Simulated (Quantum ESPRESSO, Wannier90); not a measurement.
# Tight-binding from DFT: ZnHgS$_{2}$ (R3m)

Materials Project entry mp-1215447; symmetrised, unrelaxed at this level. Not found in the COD (Crystallography Open Database) copy used; not checked further. Method: PBEsol plane waves in Quantum ESPRESSO 7.5 (PseudoDojo norm-conserving files, 68 Ry, spinors with spin-orbit coupling), Bloch states on a 4×4×4 mesh through Γ, Wannier90 4.0.1. Density: 10×10×10 mesh, Gaussian smearing 0.01 Ry. With spin-orbit coupling a semilocal functional can close or falsely invert a small gap; the band order was not checked against a better method. The gap is small at this level and was sampled on the meshes and a path alone.

On the energy scale of pw.x, whose zero is arbitrary, the valence-band maximum lies at 7.24 eV.

Input w.win:

```
num_bands = 2
num_wann = 2
exclude_bands = 3-96
spinors = true
num_iter = 1000
conv_tol = 1.0e-6
conv_window = 4
write_hr = true
write_u_matrices = true
auto_projections = true
begin unit_cell_cart
ang
   -2.0183650588    3.4959108301    0.0000000000
   -4.0367301177    0.0000000000    0.0000000000
   -2.0183650588    1.1653036100    6.6503000000
end unit_cell_cart
begin atoms_frac
Zn   0.4991300000  0.4991300000 -0.4973900000
Hg   0.0028670000  0.0028670000 -0.0086010000
S    0.1313070000  0.1313070000 -0.3939210000
S   -0.3833200000 -0.3833200000  0.1499600000
end atoms_frac
mp_grid = 4 4 4
begin kpoints
0.0000000000 0.0000000000 0.0000000000
0.0000000000 0.0000000000 0.2500000000
0.0000000000 0.0000000000 0.5000000000
... (61 more lines: the 4x4x4 mesh through Gamma)
end kpoints
```

Input of pw2wannier90.x that gives the overlap and projection files (equivalent; here they were cut from one run over all bands):

```
&inputpp
  outdir = './out'
  prefix = 'pwscf'
  seedname = 'w'
  write_amn = .true.
  write_mmn = .true.
  atom_proj = .true.
  atom_proj_exclude = 3 4 5 6 7 8 9 10 11 12 13 14 15 16 17 18 19 20 21 22 23 24 25 26 27 28 29 30 31 32 33 34 35 36 37 38 39 40 41 42 43 44 45 46 47 48 49 50 51 52 53 54 55 56
/
```

Output w.wout (banner and timings cut):

```
                                    ------
                                    SYSTEM
                                    ------

                              Lattice Vectors (Ang)
                    a_1    -2.018365   3.495911   0.000000
                    a_2    -4.036730   0.000000   0.000000
                    a_3    -2.018365   1.165304   6.650300

                   Unit Cell Volume:      93.84936  (Ang^3)

                        Reciprocal-Space Vectors (Ang^-1)
                    b_1     0.000000   1.797296  -0.314932
                    b_2    -1.556504  -0.898648  -0.314932
                    b_3     0.000000   0.000000   0.944797

 *----------------------------------------------------------------------------*
 |   Site       Fractional Coordinate          Cartesian Coordinate (Ang)     |
 +----------------------------------------------------------------------------+
 | zn   1   0.49913   0.49913  -0.49739   |   -2.01837   1.16530  -3.30779    |
 | hg   1   0.00287   0.00287  -0.00860   |   -0.00000   0.00000  -0.05720    |
 | s    1   0.13131   0.13131  -0.39392   |   -0.00000   0.00000  -2.61969    |
 | s    2  -0.38332  -0.38332   0.14996   |    2.01837  -1.16530   0.99728    |
 *----------------------------------------------------------------------------*
                                ------------
                                K-POINT GRID
                                ------------

             Grid size =  4 x  4 x  4      Total points =   64

 *---------------------------------- MAIN ------------------------------------*
 |  Number of Wannier Functions               :                 2             |
 |  Number of Objective Wannier Functions     :                 2             |
 |  Number of input Bloch states              :                 2             |
 |  Output verbosity (1=low, 5=high)          :                 1             |
 |  Timing Level (1=low, 5=high)              :                 1             |
 |  Optimisation (0=memory, 3=speed)          :                 3             |
 |  Length Unit                               :               Ang             |
 |  Post-processing setup (write *.nnkp)      :                 F             |
 |  Using Gamma-only branch of algorithms     :                 F             |
 *----------------------------------------------------------------------------*
 *------------------------------- WANNIERISE ---------------------------------*
 |  Total number of iterations                :              1000             |
 |  Number of CG steps before reset           :                 5             |
 |  Trial step length for line search         :             2.000             |
 |  Convergence tolerence                     :         0.100E-05             |
 |  Convergence window                        :                 4             |
 |  Iterations between writing output         :                 1             |
 |  Iterations between backing up to disk     :               100             |
 |  Write r^2_nm to file                      :                 F             |
 |  Write xyz WF centres to file              :                 F             |
 |  Write on-site energies <0n|H|0n> to file  :                 F             |
 |  Use guiding centre to control phases      :                 F             |
 |  Use phases for initial projections        :                 F             |
 *----------------------------------------------------------------------------*
 *-------------------------------- PLOTTING ----------------------------------*
 |  Plotting Hamiltonian in WF basis          :                 T             |
 *----------------------------------------------------------------------------*

 *---------------------------------- K-MESH ----------------------------------*
 +----------------------------------------------------------------------------+
 |                    Distance to Nearest-Neighbour Shells                    |
 |                    ------------------------------------                    |
 |          Shell             Distance (Ang^-1)          Multiplicity         |
 |          -----             -----------------          ------------         |
 |             1                   0.236199                      2            |
 |             2                   0.456170                      6            |
 |             3                   0.472399                      2            |
 |             4                   0.476117                      6            |
 |             5                   0.548702                      6            |
 |             6                   0.597381                      6            |
 |             7                   0.708598                      2            |
 |             8                   0.711082                      6            |
       ... (lines left out)
 +----------------------------------------------------------------------------+
 | The b-vectors are chosen automatically                                     |
 | The following shells are used:                       1,  2                 |
 +----------------------------------------------------------------------------+
 |                        Shell   # Nearest-Neighbours                        |
 |                        -----   --------------------                        |
 |                          1               2                                 |
 |                          2               6                                 |
 +----------------------------------------------------------------------------+
 | Completeness relation is fully satisfied [Eq. (B1), PRB 56, 12847 (1997)]  |
 +----------------------------------------------------------------------------+
 |                  b_k Vectors (Ang^-1) and Weights (Ang^2)                  |
 |                  ----------------------------------------                  |
 |            No.         b_k(x)      b_k(y)      b_k(z)        w_b           |
 |            ---        --------------------------------     --------        |
 |             1         0.000000    0.000000    0.236199     8.411811        |
 |             2         0.000000    0.000000   -0.236199     8.411811        |
 |             3        -0.389126   -0.224662   -0.078733     1.651048        |
 |             4         0.000000    0.449324   -0.078733     1.651048        |
 |             5        -0.389126    0.224662    0.078733     1.651048        |
 |             6         0.389126    0.224662    0.078733     1.651048        |
 |             7         0.000000   -0.449324    0.078733     1.651048        |
 |             8         0.389126   -0.224662   -0.078733     1.651048        |
 +----------------------------------------------------------------------------+
 |                           b_k Directions (Ang^-1)                          |
 |                           -----------------------                          |
 |            No.           x           y           z                         |
 |            ---        --------------------------------                     |
 |             1         0.000000    0.000000    0.236199                     |
 |             2        -0.389126   -0.224662   -0.078733                     |
 |             3         0.000000    0.449324   -0.078733                     |
 |             4        -0.389126    0.224662    0.078733                     |
 +----------------------------------------------------------------------------+

 Starting a new Wannier90 calculation ...

 Reading overlaps from w.mmn

 Reading projections from w.amn

 *------------------------------- WANNIERISE ---------------------------------*
 +--------------------------------------------------------------------+<-- CONV
 | Iter  Delta Spread     RMS Gradient      Spread (Ang^2)            |<-- CONV
 +--------------------------------------------------------------------+<-- CONV

 ------------------------------------------------------------------------------
 Initial State
  WF centre and spread    1  ( -2.018365,  1.165304, -3.307285 )     0.13812372
  WF centre and spread    2  ( -2.018365,  1.165304, -3.307285 )     0.13812372
  Sum of centres and spreads ( -4.036730,  2.330607, -6.614571 )     0.27624744

      0     0.276E+00     0.0000000000        0.2762474404  <-- CONV
        O_D=      0.0000000 O_OD=      0.0000000 O_TOT=      0.2762474 <-- SPRD
 ------------------------------------------------------------------------------
      1     0.000E+00     0.0000000040        0.2762474404  <-- CONV
        O_D=      0.0000000 O_OD=      0.0000000 O_TOT=      0.2762474 <-- SPRD
      2     0.000E+00     0.0000000038        0.2762474404  <-- CONV
        O_D=      0.0000000 O_OD=      0.0000000 O_TOT=      0.2762474 <-- SPRD
      3     0.000E+00     0.0000000037        0.2762474404  <-- CONV
        O_D=      0.0000000 O_OD=      0.0000000 O_TOT=      0.2762474 <-- SPRD
      4     0.000E+00     0.0000000035        0.2762474404  <-- CONV
        O_D=      0.0000000 O_OD=      0.0000000 O_TOT=      0.2762474 <-- SPRD
             <<<     Delta < 1.000E-06  over  4 iterations     >>>
             <<< Wannierisation convergence criteria satisfied >>>
 Final State
  WF centre and spread    1  ( -2.018365,  1.165304, -3.307285 )     0.13812372
  WF centre and spread    2  ( -2.018365,  1.165304, -3.307285 )     0.13812372
  Sum of centres and spreads ( -4.036730,  2.330607, -6.614571 )     0.27624744

         Spreads (Ang^2)       Omega I      =     0.276247440
        ================       Omega D      =     0.000000000
                               Omega OD     =     0.000000000
    Final Spread (Ang^2)       Omega Total  =     0.276247440
```
